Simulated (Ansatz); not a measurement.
InSb (zinc blende)

```
CELL_PARAMETERS angstrom
      0.00000     3.31730     3.31730
      3.31730     0.00000     3.31730
      3.31730     3.31730     0.00000
ATOMIC_POSITIONS crystal
  Sb 0.75000 0.75000 0.75000
  In 0.00000 0.00000 0.00000
```

Scan: atom 1 (Sb, nearest neighbour In at 2.873 Å; its periodic images, 4.7 Å or more away, move with it) is displaced along Cartesian [110], direction (0.707, 0.707, 0.000) in Cartesian axes, by s. The other atoms stay.

All values below come from PBE (plane waves to 420 eV, PAW, scalar-relativistic; Ansatz, a program for electronic structure). k mesh 10×10×10 (Γ-centred), Fermi-Dirac smearing 0.05 eV. With partly filled bands, energies and forces of such displacements shift with the k mesh and the smearing. F∥ is the force on the atom along that direction. At this level the bands of InSb touch or barely overlap; measurements give the solid a gap. InSb was relaxed with its symmetry unable to fall. Spin-orbit coupling is left out, though Sb is heavy. 

| s (Å) | F∥ (eV/Å) |
|---|---|
| -0.570 | 3.863 |
| -0.456 | 2.937 |
| -0.342 | 2.113 |
| -0.228 | 1.367 |
| -0.114 | 0.676 |
| 0.000 | 0.000 |
| 0.114 | -0.676 |
| 0.228 | -1.367 |
| 0.342 | -2.113 |
| 0.456 | -2.937 |
| 0.570 | -3.863 |

### Question
What is the force constant k = d²E/ds² of this move at s = 0?

### Answer
5.91 eV/Å². The forces along the line at the two nearest points give (0.676 − (-0.676)) / (2·0.114) = 5.93 eV/Å²; the next pair corrects for the finite step.

(A displaced cell: forces are minus the slopes of the energy, force constants its curvatures, and phonons follow from these.)
